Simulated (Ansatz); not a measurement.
TiGe2 (MoSi2 or CaC2 type, space group No. 139) under volume change, PBE in the plane-wave PAW code Ansatz, shape and atoms relaxed at each volume.

```json
[
 {"V (Å³/atom)": "14.933", "E − E(relaxed) (meV/atom)": "___", "P (GPa)": "___"},
 {"V (Å³/atom)": "15.425", "E − E(relaxed) (meV/atom)": "21.9", "P (GPa)": "7.55"},
 {"V (Å³/atom)": "15.917", "E − E(relaxed) (meV/atom)": "5.1", "P (GPa)": "3.45"},
 {"V (Å³/atom)": "16.410", "E − E(relaxed) (meV/atom)": "0.0", "P (GPa)": "0.00"},
 {"V (Å³/atom)": "16.902", "E − E(relaxed) (meV/atom)": "4.6", "P (GPa)": "-2.89"},
 {"V (Å³/atom)": "17.394", "E − E(relaxed) (meV/atom)": "___", "P (GPa)": "___"},
 {"V (Å³/atom)": "17.886", "E − E(relaxed) (meV/atom)": "36.8", "P (GPa)": "-7.31"}
]
```

**Question.** What belongs in the gaps?

**Answer.** 
- 17.394, E − E(relaxed) (meV/atom): 17.3
- 17.394, P (GPa): -5.30
- 14.933, E − E(relaxed) (meV/atom): 52.3
- 14.933, P (GPa): 12.42

**Question.** What does a third-order Birch–Murnaghan fit give for V₀, B₀ and B′?

**Answer.** V₀ = 16.41 Å³/atom, B₀ = 105 GPa, B′ = 4.8.

Space group I4/mmm (MoSi2 or CaC2 type). The cell is a constructed one: a structure type filled with these elements; neither database checked (COD, Materials Project) lists it. COD files the formula under space group No. 70, so this cell is another polymorph or a model. Its standing as an ambient phase is unchecked. Symmetry was held in the PBE relaxation; its stability against distortions is not shown here. No spin polarisation was allowed. Scalar-relativistic: spin–orbit coupling is off unless named, which matters more the heavier the elements.

Potentials: the later of the program's two PAW sets.
